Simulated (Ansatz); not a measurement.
Level of theory: DFT, PBEsol, plane waves (420 eV) with PAW, scalar-relativistic in Ansatz 0.2.0. (PAW data from PBE, frozen cores regenerated.)

An element in the diamond structure gives this curve. The cell is scaled uniformly from the relaxed one, with fractional coordinates and shape fixed. Energies are extrapolated to zero smearing, pressures are those at the given smearing. Magnetic state: spin not included.

```json
{"V (Å³/atom)": "20.994", "E − E₀ (meV/atom)": "58.3", "P (GPa)": "7.61"}
{"V (Å³/atom)": "21.948", "E − E₀ (meV/atom)": "23.1", "P (GPa)": "4.44"}
{"V (Å³/atom)": "22.902", "E − E₀ (meV/atom)": "4.9", "P (GPa)": "1.93"}
{"V (Å³/atom)": "23.856", "E − E₀ (meV/atom)": "0.0", "P (GPa)": "-0.04"}
{"V (Å³/atom)": "24.811", "E − E₀ (meV/atom)": "5.5", "P (GPa)": "-1.57"}
{"V (Å³/atom)": "25.765", "E − E₀ (meV/atom)": "18.9", "P (GPa)": "-2.75"}
{"V (Å³/atom)": "26.719", "E − E₀ (meV/atom)": "38.5", "P (GPa)": "-3.68"}
```

Q: Which element is it?
A. rhenium
B. molybdenum
C. iridium
D. gallium

A: D. Its fit is V₀ = 23.79 Å³/atom, B₀ = 44 GPa, B₀′ = 5.3.
